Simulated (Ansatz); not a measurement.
A distorted cell of BN (h-BN type, space group P6_3/mmc):

```
CELL_PARAMETERS angstrom
      2.54754     0.00000     0.00000
     -1.27377     2.20623     0.00000
      0.00000     0.00000     6.72315
ATOMIC_POSITIONS crystal
  B  0.33333 0.66667 0.25000
  B  0.66667 0.33333 0.75000
  N  0.33333 0.66667 0.75000
  N  0.66667 0.33333 0.25000
```

Calculation: PBE-D3(BJ) (plane waves to 420 eV, PAW, scalar-relativistic; Ansatz, an electronic-structure program). k mesh 15×15×5 (Γ-centred), Fermi-Dirac smearing 0.05 eV. The energy includes the smearing's −TS. Stress and pressure are positive under compression. BN was relaxed with its symmetry unable to fall.

**Question.** What is the stress tensor (GPa)?

**Answer.** 
```
  -16.0      0.0      0.0
    0.0    -16.0      0.0
    0.0      0.0     -0.4
```
The pressure, a third of the trace, is -10.8 GPa.

**Question.** It is the relaxed cell scaled evenly to V/V₀ = 1.050, atoms relaxed where free. What is its energy relative to the relaxed cell?

**Answer.** 15.8 meV/atom.

(A scan under strain: stresses follow from slopes of the energy per volume, elastic moduli from its curvatures.)
